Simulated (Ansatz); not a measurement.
Ag:
```
Ag
1.0
    0.00000     2.05239     2.05239
    2.05239     0.00000     2.05239
    2.05239     2.05239     0.00000
Ag
1
Direct
  0.00000   0.00000   0.00000
```

Relaxed with r²SCAN. Special points in fractions of this cell's reciprocal vectors: Γ (0.000, 0.000, 0.000); X (0.500, 0.000, 0.500); U (0.625, 0.250, 0.625); K (0.375, 0.375, 0.750); L (0.500, 0.500, 0.500); W (0.500, 0.250, 0.750).

Task: List the band energies nearest the Fermi level at these points for plane-wave PAW r²SCAN with spin–orbit coupling (Ansatz code).

Result: In eV from the Fermi level; about four levels below and three above (degenerate sets whole), none deeper than 8.9 eV; points with the same levels are listed once.

```
k                    below                    above
-  -----------------------  -----------------------
Γ  -4.24 -4.24 -4.24 -4.24  16.14 16.14 19.55 19.55
X  -3.42 -3.42 -3.09 -3.09      1.51 1.51 6.65 6.65
U  -4.08 -4.08 -3.52 -3.52      4.19 4.19 5.22 5.22
L  -3.38 -3.38 -0.51 -0.51    3.42 3.42 15.43 15.43
W  -4.24 -4.24 -3.28 -3.28      5.74 5.74 6.07 6.07
```

Space group Fm-3m (fcc (Cu type)). The r²SCAN relaxation kept the symmetry of its start. No spin polarisation was allowed.

Potentials: the earlier of the program's two PAW sets.
